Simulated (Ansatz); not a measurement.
Input and command of a plane-wave DFT calculation in Ansatz:

```yaml
crystal:
  lattice:
    - [0.0, 2.5615591651, 2.5615591651]
    - [2.5615591651, 0.0, 2.5615591651]
    - [2.5615591651, 2.5615591651, 0.0]
  atoms:
    - { symbol: V, position: [0.0, 0.0, 0.0], spin: 1.36 }
    - { symbol: Au, position: [0.75, 0.75, 0.75] }
basis:
  ecutwfc: 500
kpoints:
  mp_grid: { grid: [6, 6, 6] }
hamiltonian:
  xc: r2scan
scf:
  occupations: { method: gaussian, width: 0.1 }
  lower_state_search: "off"
output:
  forces: true
  stress: true
  eigenvalues: true
  populations: true
magnetization:
  spin_polarized: true
relax:
  adjacent_minimum: "off"
  f_tol: 0.04
  max_steps: 70
  cell: { stress_tol: 0.4 }
```

```bash
ansatz run input.yaml --threads 1 --pin off --max-ram 2560MiB --backend cpu --events-out ev --progress --plain --runs-dir out
```

Processor: Intel(R) Xeon(R) Platinum 8259CL CPU @ 2.50GHz (Skylake/Cascade Lake), 1 thread, on a host shared with other jobs.

Problem. Estimate time, memory and problem size.

Solution. About 110 s on 1 thread of Intel(R) Xeon(R) Platinum 8259CL CPU @ 2.50GHz (Skylake/Cascade Lake) (shared host), peak memory 0.53 GiB. It solves 21 bands at 16 k points (the mesh reduced by the symmetry that the task leaves, which can be less than the crystal's) with about 1243 plane waves (on the last cell), in 79 SCF iterations over 6 ionic steps.
